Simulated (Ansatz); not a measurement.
The elements of this relaxed trial crystal are hidden behind letters.

```
lattice vectors (Å)
   4.0818    0.0000    0.0000
   0.0000    4.0818    0.0000
   0.0000    0.0000    4.0818
fractional positions
X 0.0000 0.0000 0.0000
X 0.5000 0.5000 0.5000
Z 0.7500 0.2500 0.7500
Z 0.2500 0.7500 0.7500
Z 0.2500 0.2500 0.2500
Z 0.7500 0.7500 0.2500
```

Method: DFT PBE, scalar-relativistic, plane waves, PAW in Ansatz 0.2.0. The final run on the 6-atom cell used 420 eV, a Γ-centred 10×10×10 mesh, 0.10 eV smearing and collinear spin.

```
Space group                                 : Pn-3m (No. 224)
Conventional cell                           : a = 4.082 Å
Volume per atom                             : 11.33 Å³
Density                                     : 2.88 g/cm³
Energy over the elements                    : −1.90 eV/atom
Gap on the 10×10×10 mesh of the 6-atom cell : 0 eV (a metal)
Net moment per atom                         : 0.33 μB
```

Energies are uncorrected and count from the elements' standard states at the same level.

Problem. X is a p-block element of period 3 and Z is a p-block element of period 2. Which elements are they?

Solution. X = Al, Z = O, so the formula is AlO2, here in the anti-cuprite type. Density times volume gives a mean mass of 2.88 × 11.33/1.6605 = 19.7 u per atom, and this set has 19.7 u. Al is surrounded by 4 O at 1.77 Å; around O lie 2 Al at 1.77 Å. Other sets within the hints have nearly the same mass, so mass alone doesn't settle it; this one was computed.

The magnetic state reached may not be the lowest. Symmetry constrained the relaxation, so the result can be a saddle point.
